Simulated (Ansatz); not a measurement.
Starting cell, GaP (zinc blende):

```yaml
crystal:
  lattice:
    - [0.00000, 5.45173, 5.45173]
    - [2.72587, 2.72587, 5.45173]
    - [2.72587, 2.72587, 0.00000]
  atoms:
    - { symbol: P, position: [0.00000, 0.75000, 0.75000] }
    - { symbol: P, position: [0.50000, 0.75000, 0.75000] }
    - { symbol: Ga, position: [0.00000, 0.00000, 0.00000] }
    - { symbol: Ga, position: [0.50000, 0.00000, 0.00000] }
```

A phonon eigenvector at X = (0.5, 0.5, 0.0) is frozen into this cell: atom i moves by Q times the vector below, so Q is the largest atomic displacement, in Å. The cell is held. (q is in reciprocal vectors of the primitive cell; the cell shown is doubled to hold the pattern.)

| atom | x | y | z |
|---|---|---|---|
| Ga3 | 0.000 | 0.000 | -1.000 |
| Ga4 | 0.000 | 0.000 | 1.000 |

Atoms not listed stay in place.

The numbers are results of r2SCAN (plane waves to 500 eV, PAW, scalar-relativistic; Ansatz, a program for electronic structure), not measurements. k mesh 10×10×10 (Γ-centred), Fermi-Dirac smearing 0.05 eV. Compression counts positive. GaP was relaxed with its symmetry unable to fall. The PAW data are Ansatz's earlier set. 

```tsv
Q (Å)	P (GPa)
-0.180	1.31
-0.150	0.92
-0.120	___
-0.090	___
-0.060	0.15
-0.030	0.04
0.000	0.00
0.030	0.04
0.060	0.15
0.090	___
0.120	___
0.150	0.92
0.180	1.31
```

Task: Complete the blanks.

Result: 
- -0.120, P (GPa): 0.59
- -0.090, P (GPa): 0.33
- 0.090, P (GPa): 0.33
- 0.120, P (GPa): 0.59

(For displaced atoms, the force is minus the slope of the energy, and its curvature is a force constant, which sets phonon frequencies.)
